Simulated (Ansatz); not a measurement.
# SrCd: 30 steps of 2.0 fs from 1200 K

The calculation used Ansatz 0.2.0, DFT, PBEsol, all-electron LAPW, scalar-relativistic.

Command: `ansatz run input.yaml --threads 2 --pin off --max-ram 4096MiB --backend cpu --events-out ev --progress --plain --runs-dir out` The run took 12 min on 2 threads of Arm Neoverse V2, on a shared host, peak memory 0.54 GiB.

```yaml
crystal:
  lattice:
    - [8.006, 0.0, 0.0]
    - [0.0, 4.003, 0.0]
    - [0.0, 0.0, 4.003]
  atoms:
    - { symbol: Sr, position: [0.25, 0.5, 0.5] }
    - { symbol: Sr, position: [0.75, 0.5, 0.5] }
    - { symbol: Cd, position: [0.0, 0.0, 0.0] }
    - { symbol: Cd, position: [0.5, 0.0, 0.0] }
kpoints:
  mp_grid: { grid: [3, 5, 5] }
scf:
  occupations: { method: fermi_dirac, width: 0.08 }
hamiltonian:
  xc: pbesol
  pseudopotentials: { kind: all_electron, lapw: { basis_error: 0.001 } }
output:
  forces: true
  stress: true
md:
  timestep: 2.0
  n_steps: 30
  ensemble: nve
  temperature: 1200
  initial_velocities: maxwell_boltzmann
  seed: 874114
```

The geometry is COD entry 2310286, unchecked; take it as a test cell.

Each frame lists Cartesian positions (Å) and forces (eV/Å). Free energies count from the first step, -477265.7204 eV.

Step 0 (t = 0.0 fs): E = 0.0 meV, T = 1200 K, conserved energy 0.0 meV

```
Sr    2.0015    2.0015    2.0015     0.000   0.000   0.000
Sr    6.0045    2.0015    2.0015     0.000   0.000   0.000
Cd    0.0000    0.0000    0.0000     0.000   0.000   0.000
Cd    4.0030    0.0000    0.0000     0.000   0.000   0.000
```

Step 1 (t = 2.0 fs): E = +0.7 meV, T = 1198 K, conserved energy 0.0 meV

```
Sr    1.9850    2.0024    2.0019     0.064  -0.003  -0.001
Sr    6.0067    2.0025    2.0012    -0.015  -0.003   0.000
Cd    0.0035    0.0029    0.0014    -0.021  -0.004  -0.003
Cd    4.0106   -0.0044   -0.0015    -0.028   0.011   0.003
```

Step 2 (t = 4.0 fs): E = +2.9 meV, T = 1193 K, conserved energy 0.0 meV

```
Sr    1.9686    2.0034    2.0022     0.128  -0.005  -0.001
Sr    6.0090    2.0035    2.0010    -0.030  -0.007   0.001
Cd    0.0069    0.0058    0.0028    -0.043  -0.009  -0.006
Cd    4.0183   -0.0088   -0.0029    -0.055   0.021   0.006
```

Step 3 (t = 6.0 fs): E = +6.5 meV, T = 1183 K, conserved energy 0.0 meV

```
Sr    1.9522    2.0043    2.0026     0.191  -0.007  -0.001
Sr    6.0112    2.0044    2.0007    -0.045  -0.011   0.001
Cd    0.0104    0.0087    0.0041    -0.065  -0.014  -0.009
Cd    4.0259   -0.0132   -0.0044    -0.081   0.031   0.009
```

Step 4 (t = 8.0 fs): E = +11.4 meV, T = 1171 K, conserved energy 0.0 meV

```
Sr    1.9358    2.0052    2.0030     0.253  -0.007  -0.001
Sr    6.0134    2.0054    2.0004    -0.059  -0.014   0.002
Cd    0.0138    0.0116    0.0055    -0.088  -0.019  -0.012
Cd    4.0334   -0.0176   -0.0058    -0.106   0.040   0.011
```

Step 5 (t = 10.0 fs): E = +17.7 meV, T = 1154 K, conserved energy 0.0 meV

```
Sr    1.9196    2.0062    2.0033     0.315  -0.008  -0.001
Sr    6.0156    2.0064    2.0002    -0.074  -0.018   0.002
Cd    0.0172    0.0145    0.0069    -0.111  -0.024  -0.015
Cd    4.0410   -0.0220   -0.0073    -0.131   0.049   0.014
```

Step 6 (t = 12.0 fs): E = +25.3 meV, T = 1135 K, conserved energy 0.0 meV

```
Sr    1.9036    2.0071    2.0037     0.377  -0.007   0.000
Sr    6.0177    2.0074    1.9999    -0.088  -0.022   0.002
Cd    0.0206    0.0174    0.0083    -0.134  -0.029  -0.018
Cd    4.0485   -0.0263   -0.0087    -0.154   0.058   0.016
```

Step 7 (t = 14.0 fs): E = +34.1 meV, T = 1112 K, conserved energy 0.0 meV

```
Sr    1.8877    2.0080    2.0041     0.437  -0.006   0.000
Sr    6.0198    2.0083    1.9996    -0.102  -0.026   0.003
Cd    0.0239    0.0203    0.0096    -0.158  -0.034  -0.021
Cd    4.0559   -0.0306   -0.0102    -0.177   0.067   0.018
```

Step 8 (t = 16.0 fs): E = +44.2 meV, T = 1086 K, conserved energy 0.0 meV

```
Sr    1.8720    2.0089    2.0044     0.496  -0.005   0.001
Sr    6.0219    2.0092    1.9994    -0.116  -0.030   0.003
Cd    0.0271    0.0231    0.0110    -0.181  -0.040  -0.025
Cd    4.0633   -0.0350   -0.0116    -0.199   0.075   0.021
```

Step 9 (t = 18.0 fs): E = +55.4 meV, T = 1058 K, conserved energy 0.0 meV

```
Sr    1.8565    2.0099    2.0048     0.555  -0.003   0.002
Sr    6.0239    2.0102    1.9991    -0.129  -0.035   0.003
Cd    0.0303    0.0260    0.0123    -0.205  -0.046  -0.028
Cd    4.0706   -0.0392   -0.0130    -0.220   0.083   0.023
```

Step 10 (t = 20.0 fs): E = +67.5 meV, T = 1026 K, conserved energy 0.0 meV

```
Sr    1.8412    2.0108    2.0052     0.612  -0.001   0.004
Sr    6.0258    2.0111    1.9989    -0.143  -0.039   0.003
Cd    0.0334    0.0288    0.0136    -0.229  -0.052  -0.032
Cd    4.0778   -0.0435   -0.0144    -0.241   0.091   0.025
```

Step 11 (t = 22.0 fs): E = +80.6 meV, T = 993 K, conserved energy 0.0 meV

```
Sr    1.8263    2.0117    2.0055     0.669   0.002   0.005
Sr    6.0277    2.0120    1.9986    -0.156  -0.044   0.003
Cd    0.0365    0.0316    0.0150    -0.253  -0.058  -0.035
Cd    4.0850   -0.0477   -0.0158    -0.260   0.099   0.027
```

Step 12 (t = 24.0 fs): E = +94.5 meV, T = 957 K, conserved energy 0.0 meV

```
Sr    1.8116    2.0126    2.0059     0.724   0.005   0.007
Sr    6.0296    2.0129    1.9984    -0.168  -0.048   0.003
Cd    0.0394    0.0344    0.0163    -0.276  -0.064  -0.039
Cd    4.0921   -0.0519   -0.0172    -0.279   0.107   0.029
```

Step 13 (t = 26.0 fs): E = +109.2 meV, T = 919 K, conserved energy +0.1 meV

```
Sr    1.7972    2.0135    2.0063     0.777   0.009   0.009
Sr    6.0313    2.0137    1.9981    -0.180  -0.053   0.003
Cd    0.0423    0.0372    0.0176    -0.300  -0.070  -0.043
Cd    4.0990   -0.0561   -0.0186    -0.297   0.114   0.031
```

Step 14 (t = 28.0 fs): E = +124.5 meV, T = 879 K, conserved energy +0.1 meV

```
Sr    1.7832    2.0145    2.0066     0.830   0.013   0.011
Sr    6.0330    2.0145    1.9978    -0.192  -0.057   0.003
Cd    0.0451    0.0399    0.0189    -0.323  -0.077  -0.046
Cd    4.1059   -0.0602   -0.0200    -0.315   0.121   0.033
```

Step 15 (t = 30.0 fs): E = +140.5 meV, T = 838 K, conserved energy +0.1 meV

```
Sr    1.7695    2.0154    2.0070     0.881   0.017   0.013
Sr    6.0346    2.0153    1.9976    -0.203  -0.062   0.003
Cd    0.0477    0.0426    0.0201    -0.345  -0.083  -0.050
Cd    4.1127   -0.0643   -0.0214    -0.332   0.129   0.034
```

Step 16 (t = 32.0 fs): E = +156.9 meV, T = 796 K, conserved energy +0.1 meV

```
Sr    1.7563    2.0163    2.0074     0.930   0.021   0.015
Sr    6.0360    2.0161    1.9973    -0.214  -0.067   0.003
Cd    0.0503    0.0453    0.0214    -0.368  -0.090  -0.054
Cd    4.1193   -0.0683   -0.0227    -0.348   0.136   0.036
```

Step 17 (t = 34.0 fs): E = +173.6 meV, T = 753 K, conserved energy +0.1 meV

```
Sr    1.7434    2.0173    2.0078     0.977   0.026   0.017
Sr    6.0374    2.0169    1.9971    -0.224  -0.072   0.002
Cd    0.0527    0.0480    0.0226    -0.389  -0.097  -0.058
Cd    4.1258   -0.0723   -0.0241    -0.364   0.143   0.038
```

Step 18 (t = 36.0 fs): E = +190.6 meV, T = 709 K, conserved energy +0.1 meV

```
Sr    1.7310    2.0182    2.0082     1.023   0.031   0.020
Sr    6.0387    2.0176    1.9968    -0.234  -0.077   0.002
Cd    0.0549    0.0506    0.0238    -0.410  -0.104  -0.061
Cd    4.1322   -0.0762   -0.0254    -0.379   0.150   0.040
```

Step 19 (t = 38.0 fs): E = +207.9 meV, T = 665 K, conserved energy +0.1 meV

```
Sr    1.7190    2.0192    2.0086     1.067   0.035   0.022
Sr    6.0399    2.0183    1.9966    -0.243  -0.081   0.002
Cd    0.0571    0.0532    0.0250    -0.431  -0.110  -0.065
Cd    4.1385   -0.0801   -0.0267    -0.393   0.156   0.041
```

Step 20 (t = 40.0 fs): E = +225.0 meV, T = 621 K, conserved energy +0.1 meV

```
Sr    1.7075    2.0202    2.0090     1.109   0.040   0.024
Sr    6.0410    2.0189    1.9964    -0.251  -0.086   0.001
Cd    0.0590    0.0558    0.0262    -0.450  -0.117  -0.069
Cd    4.1446   -0.0839   -0.0280    -0.407   0.163   0.043
```

Step 21 (t = 42.0 fs): E = +242.1 meV, T = 577 K, conserved energy +0.1 meV

```
Sr    1.6965    2.0212    2.0095     1.149   0.045   0.027
Sr    6.0420    2.0195    1.9961    -0.259  -0.091   0.001
Cd    0.0609    0.0583    0.0273    -0.469  -0.124  -0.072
Cd    4.1506   -0.0877   -0.0293    -0.421   0.170   0.045
```

Step 22 (t = 44.0 fs): E = +259.0 meV, T = 533 K, conserved energy +0.1 meV

```
Sr    1.6860    2.0222    2.0099     1.187   0.050   0.029
Sr    6.0429    2.0201    1.9959    -0.266  -0.096   0.000
Cd    0.0625    0.0608    0.0284    -0.487  -0.131  -0.076
Cd    4.1565   -0.0914   -0.0306    -0.433   0.177   0.047
```

Step 23 (t = 46.0 fs): E = +275.6 meV, T = 490 K, conserved energy +0.1 meV

```
Sr    1.6760    2.0233    2.0104     1.223   0.055   0.031
Sr    6.0436    2.0206    1.9956    -0.273  -0.101   0.000
Cd    0.0640    0.0632    0.0295    -0.504  -0.137  -0.079
Cd    4.1622   -0.0951   -0.0319    -0.446   0.183   0.048
```

Step 24 (t = 48.0 fs): E = +291.8 meV, T = 449 K, conserved energy +0.1 meV

```
Sr    1.6665    2.0243    2.0108     1.256   0.059   0.033
Sr    6.0443    2.0211    1.9954    -0.279  -0.105  -0.001
Cd    0.0654    0.0656    0.0306    -0.520  -0.143  -0.083
Cd    4.1677   -0.0986   -0.0331    -0.458   0.190   0.050
```

Step 25 (t = 50.0 fs): E = +307.5 meV, T = 408 K, conserved energy +0.1 meV

```
Sr    1.6577    2.0254    2.0113     1.288   0.064   0.035
Sr    6.0448    2.0215    1.9951    -0.284  -0.110  -0.001
Cd    0.0665    0.0679    0.0317    -0.535  -0.150  -0.086
Cd    4.1731   -0.1022   -0.0343    -0.469   0.196   0.052
```

Step 26 (t = 52.0 fs): E = +322.6 meV, T = 369 K, conserved energy +0.1 meV

```
Sr    1.6493    2.0266    2.0118     1.317   0.068   0.037
Sr    6.0451    2.0219    1.9949    -0.288  -0.115  -0.002
Cd    0.0675    0.0702    0.0327    -0.549  -0.156  -0.089
Cd    4.1784   -0.1056   -0.0355    -0.480   0.203   0.054
```

Step 27 (t = 54.0 fs): E = +337.0 meV, T = 332 K, conserved energy +0.1 meV

```
Sr    1.6416    2.0277    2.0123     1.343   0.072   0.039
Sr    6.0454    2.0223    1.9946    -0.291  -0.120  -0.003
Cd    0.0683    0.0724    0.0336    -0.561  -0.162  -0.092
Cd    4.1834   -0.1090   -0.0367    -0.491   0.209   0.055
```

Step 28 (t = 56.0 fs): E = +350.6 meV, T = 297 K, conserved energy +0.1 meV

```
Sr    1.6344    2.0289    2.0129     1.368   0.076   0.041
Sr    6.0455    2.0225    1.9944    -0.294  -0.124  -0.003
Cd    0.0688    0.0746    0.0346    -0.573  -0.167  -0.095
Cd    4.1883   -0.1123   -0.0379    -0.501   0.215   0.057
```

Step 29 (t = 58.0 fs): E = +363.4 meV, T = 264 K, conserved energy +0.2 meV

```
Sr    1.6279    2.0301    2.0134     1.390   0.079   0.042
Sr    6.0455    2.0228    1.9941    -0.295  -0.129  -0.004
Cd    0.0692    0.0767    0.0355    -0.583  -0.172  -0.097
Cd    4.1930   -0.1156   -0.0390    -0.511   0.222   0.059
```

Step 30 (t = 60.0 fs): E = +375.3 meV, T = 233 K, conserved energy +0.2 meV

```
Sr    1.6219    2.0314    2.0140     1.409   0.082   0.044
Sr    6.0454    2.0229    1.9939    -0.296  -0.133  -0.005
Cd    0.0694    0.0787    0.0364    -0.593  -0.177  -0.100
Cd    4.1976   -0.1187   -0.0402    -0.520   0.228   0.061
```

Task: What is the mean temperature over the last 16 frames?

Result: 521 K; so short a run of so small a cell isn't equilibrated.
